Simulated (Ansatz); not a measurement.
**Tetragonal deformation path in W**

Level of theory: Ansatz 0.2.0, DFT r2SCAN, scalar-relativistic, plane waves, PAW. Cutoff 500 eV, Γ-centred 28×28×28 k-points, Gaussian smearing of 0.15 eV. Spin–orbit coupling is left out, which can shift energies with elements as heavy as these. No spin polarisation. Energies are free energies at this smearing, counted from the undisturbed cell; pressure is positive in compression.

The undisturbed cell (relaxed at this level; this fcc form isn't the usual structure):

```xyz
1
Lattice="0.0000 2.0086 2.0086 2.0086 0.0000 2.0086 2.0086 2.0086 0.0000" Properties=species:S:1:pos:R:3 pbc="T T T"
W     0.0000    0.0000    0.0000
```

At fixed volume and fractional coordinates, lengths along (0.000, 0.000, 1.000) are scaled against those across it; ρ is that ratio over its starting value. The cell is metallic on the mesh throughout. At ρ = 0.707 the cell becomes cubic (Im-3m), and there the slope of the energy vanishes by symmetry.

| ρ | ΔE (meV/atom) |
| --- | --- |
| 0.707 | -548.9 |
| 0.780 | -450.6 |
| 0.850 | -264.1 |
| 1.000 | 0.0 |
| 1.200 | -139.9 |
| 1.414 | 137.7 |

Question: Predict the pressure (GPa) at each point.

Answer:
```csv
ρ,pressure (GPa)
0.707,-5.7
0.780,-4.3
0.850,-1.8
1.000,0.0
1.200,1.0
1.414,8.9
```

Cost: 6 runs of about 1.6 core-minutes in all, on Intel Xeon 6975P-C (Granite Rapids) (shared hosts).